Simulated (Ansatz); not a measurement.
Consider the following.

Rb2AgRhF6:
```cif
data_AgF6Rb2Rh
_chemical_formula_sum 'Rb2 Ag1 Rh1 F6'
_space_group_name_H-M_alt 'P 1'
_space_group_IT_number 1
_cell_length_a 6.13539
_cell_length_b 6.13539
_cell_length_c 6.13539
_cell_angle_alpha 60.000
_cell_angle_beta 60.000
_cell_angle_gamma 60.000
loop_
_space_group_symop_operation_xyz
  'x, y, z'
loop_
_atom_site_label
_atom_site_type_symbol
_atom_site_fract_x
_atom_site_fract_y
_atom_site_fract_z
_atom_site_occupancy
Rb1 Rb 0.25000 0.25000 0.25000 1
Rb2 Rb 0.75000 0.75000 0.75000 1
Ag1 Ag 0.50000 0.50000 0.50000 1
Rh1 Rh 0.00000 0.00000 0.00000 1
F1 F 0.22975 0.22975 0.77025 1
F2 F 0.77025 0.77025 0.22975 1
F3 F 0.77025 0.22975 0.22975 1
F4 F 0.22975 0.77025 0.77025 1
F5 F 0.22975 0.77025 0.22975 1
F6 F 0.77025 0.22975 0.77025 1
```

This is the r²SCAN-relaxed structure.

All from r²SCAN in the plane-wave PAW code Ansatz, unless another level is named. Give the hole effective mass, band 3 of 3 at the edge.

4.6 along [100], 4.6 along [110], 5.1 along [111] (mₑ).

And the hole effective mass, band 1 of 3 at the edge?

22 along [100], 9.4 along [110], 6.9 along [111] (mₑ).

Next, the conduction-band minimum?

at X (3 equivalent valleys).

Predict the valence-band maximum.

at Γ.

Space group Fm-3m. The first step of the workflow began from a Materials Project structure, measured or hypothetical; the Crystallography Open Database copy checked does not list it. Its standing as an ambient phase is unchecked. Symmetry was held in the r²SCAN relaxation; whether a distortion lowers the energy is not shown. The run is not spin-polarised. Scalar-relativistic: spin–orbit coupling is off unless named, which matters more the heavier the elements.

Potentials: the later of the program's two PAW sets.

Edges and masses are those of Kohn–Sham bands, whose gap is no quasiparticle gap.
